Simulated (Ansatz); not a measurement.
Notes on Ge₂W

```
CELL_PARAMETERS angstrom
0.00000 3.31834 0.00000
3.31834 0.00000 0.00000
1.65917 1.65917 -4.09395
ATOMIC_POSITIONS crystal
Ge 0.33330 0.33330 0.33340
Ge 0.66670 0.66670 0.66660
W 0.00000 0.00000 0.00000
```

Single point in Ansatz 0.2.0 with LDA, no spin polarisation. Cutoff 420 eV, PAW datasets, 11×11×11 Γ-centred k mesh, fermi-dirac filling (width 0.1 eV).

**Formation energy.** -0.02 eV an atom against the elements' usual phases (free molecules for gases, crystals otherwise, with no correction for O₂ or N₂), too near zero to call. Relaxing would lower it.
**Stress.** The pressure is -5.7 GPa (compression positive), so with the atoms held at these fractions the cell would first shrink.
**Contacts.** Ge–Ge at 2.71 Å: least valence density 0.29 e/Å³ and ELF 0.42 there. Ge–W at 2.71 Å: least valence density 0.37 e/Å³ and ELF 0.48 there. These are pseudo-fields; inside the PAW spheres they differ from the all-electron ones.
**At the Fermi level.** It is a metal, with about 0.79 states/eV a cell as the mean within 0.25 eV of the Fermi level, mostly W d (72 %) and Ge p (18 %).
**Forces.** The largest is on Ge1 (and as large on other atoms): 0.64 eV/Å, components (0.00, 0.00, 0.64). It makes 120° with the line to a nearest neighbour, Ge2 at 2.71 Å.

Origin: a database entry at a rescaled volume.
